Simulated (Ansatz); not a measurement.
# Structure optimisation: lead, bcc

Theory: DFT, BLYP, plane waves (420 eV) with PAW, scalar-relativistic in Ansatz. The PAW files were generated under PBE, with cores re-solved for the functional.

k-point mesh 11×11×11, Fermi-Dirac smearing 0.1 eV, no spin polarisation. Cell and atoms relax.

Starting structure:

```yaml
crystal:
  lattice:
    - [-1.96461, 1.96461, 1.96461]
    - [1.96461, -1.96461, 1.96461]
    - [1.96461, 1.96461, -1.96461]
  atoms:
    - { symbol: Pb, position: [0.00000, 0.00000, 0.00000] }
```

Task: The pressure at the start is 5.9 GPa. By how much does the volume change?

Result: From 30.33 to 34.79 Å³ per atom, 14.7 %. The final cell has a = 4.113 Å.

Task: How much energy does the relaxation gain?

Result: 71.7 meV per atom.
